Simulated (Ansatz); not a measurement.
Mg:
```cif
data_Mg2
_chemical_formula_sum 'Mg2'
_space_group_name_H-M_alt 'P 1'
_space_group_IT_number 1
_cell_length_a 4.84678
_cell_length_b 4.84678
_cell_length_c 4.84678
_cell_angle_alpha 60.000
_cell_angle_beta 60.000
_cell_angle_gamma 60.000
loop_
_space_group_symop_operation_xyz
  'x, y, z'
loop_
_atom_site_label
_atom_site_type_symbol
_atom_site_fract_x
_atom_site_fract_y
_atom_site_fract_z
_atom_site_occupancy
Mg1 Mg 0.25000 0.25000 0.25000 1
Mg2 Mg 0.00000 0.00000 0.00000 1
```

Relaxed with PBE.

Decompose the optical modes at the zone centre into irreducible representations, and say which are infrared and Raman allowed.

Point group m-3m: Γ_opt = T2g. Infrared: none. Raman: T2g.

Assign frequencies (DFPT, the program Ansatz at the PBE level (PAW)).

T2g 193 cm⁻¹.

Space group Fd-3m (diamond). The cell is a constructed one: a structure type filled with these elements; neither database checked (COD, Materials Project) lists it. It is not the phase usual at ambient conditions (space group No. 194). The PBE relaxation kept the symmetry of its start. At this level the phase is mechanically unstable. As this level gives no gap, phonon frequencies hold no LO–TO term and depend on the k-mesh and smearing (Fermi–Dirac, 0.1 eV here).

Potentials: the later of the program's two PAW sets.
